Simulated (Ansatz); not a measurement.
CaF2:
Space group Pnma (No. 62); a = 5.9040 Å, b = 3.5643 Å, c = 6.9526 Å, α = β = γ = 90.00°

```json
[
 {"atom": "Ca", "site": "4c", "symmetry": ".m.", "x": "0.2495", "y": "0.7500", "z": "0.3916"},
 {"atom": "F", "site": "4c", "symmetry": ".m.", "x": "0.4817", "y": "0.2500", "z": "0.1627"},
 {"atom": "F", "site": "4c", "symmetry": ".m.", "x": "0.1421", "y": "0.7500", "z": "0.0757"}
]
```

Relaxed with PBEsol. PBEsol (plane waves, PAW; program Ansatz) gives a gap of 7.71 eV.

Q: What gap does HSE06 give on the same cell (Ansatz, PAW)?

A: 10.09 eV, 2.38 eV more. The hybrid was solved on a coarser mesh and at special points; its gap is the smallest among all of these.

```tsv
k	v1 PBEsol	c1 PBEsol	v1 HSE06	c1 HSE06
Γ	0.00	7.71	0.00	10.09
X	-0.12	8.55	…	…
Z	-0.18	8.53	…	…
U	-0.17	8.80	-0.17	11.37
Y	-0.25	8.84	-0.26	11.47
S	-0.29	9.13	…	…
T	-0.25	8.81	-0.26	11.42
R	-0.26	9.14	…	…
```

Q: Top valence (v1) and lowest conduction level (c1) in eV from each method's valence maximum (which need not be a listed point): supply the withheld HSE06 values.

A: 
- R, v1 HSE06: -0.26
- R, c1 HSE06: 11.76
- X, v1 HSE06: -0.13
- X, c1 HSE06: 11.12
- Z, v1 HSE06: -0.18
- Z, c1 HSE06: 11.07
- S, v1 HSE06: -0.29
- S, c1 HSE06: 11.76

Cost on shared cores: the PBEsol run (SCF on a 5×8×4 mesh, then bands and DOS) very roughly 3 core-minutes, the HSE06 run (SCF on 3×5×3, then a few points) about 8 core-minutes (a rough figure); the tasks are unlike.

The workflow started from a Materials Project entry (that database holds measured and hypothetical structures alike); the Crystallography Open Database copy checked does not list it. It is not the phase usual at ambient conditions (space group No. 225). The cell was relaxed with PBEsol under the symmetry of its start; whether a distortion lowers the energy is not shown.

Potentials: the later of the program's two PAW sets.
